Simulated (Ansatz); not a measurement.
Method: PBE, no spin polarisation; PAW, plane waves to 420 eV, 7×7×7 Γ-centred mesh, fermi-dirac occupations (width 0.1 eV) (Ansatz 0.2.0), atoms fixed.

Computed maps in the lattice plane spanned by b (left to right, 4.58 Å, 14 points from zero) and c (bottom to top, 4.58 Å, 14 points from zero), 90° apart, at height 0.500 along a. The fields are smooth PAW ones with compensation charges, not the true ones near nuclei.

Valence density. Digits on a logarithmic scale: 0 up to 0.03 e/Å³, each further digit a factor of 1.6, 9 from 1.3 e/Å³ up:
```
11246999996421
22345899985432
44445678765444
76555678765556
99866899986689
99977999997799
99988999998899
99977999997799
99866899986689
76555678765556
44445678765444
22345899985432
11246999996421
11247999997421
```

ELF. Ten even steps from '0' (0.04) to '9' (0.92):
```
00012468642100
00111234321110
11122222222211
22122222222212
44222234322224
86322368632236
98422489842248
86322368632236
44222234322224
22122222222212
11122222222211
00111234321110
00012468642100
00012489842100
```

Q: The cell is Cd$_{4}$N. Which atoms lie within 0.2 Å of this plane, and where (fractions of b and c)?

A: Cd at (0.50, 0.50), Cd at (0.00, 0.50), Cd at (0.50, 0.00). The whole cell:
```
CELL_PARAMETERS angstrom
4.57534 0.00000 0.00000
0.00000 4.57534 0.00000
0.00000 0.00000 4.57534
ATOMIC_POSITIONS crystal
N 0.00000 0.00000 0.00000
Cd 0.50000 0.50000 0.50000
Cd 0.00000 0.50000 0.50000
Cd 0.50000 0.00000 0.50000
Cd 0.50000 0.50000 0.00000
```

Origin: a known structure type with other elements, at an estimated volume, so it need not be a known compound. Caveats: many states at the Fermi level without spin polarisation, so a magnetic state may lie lower; atoms or cell far from equilibrium.
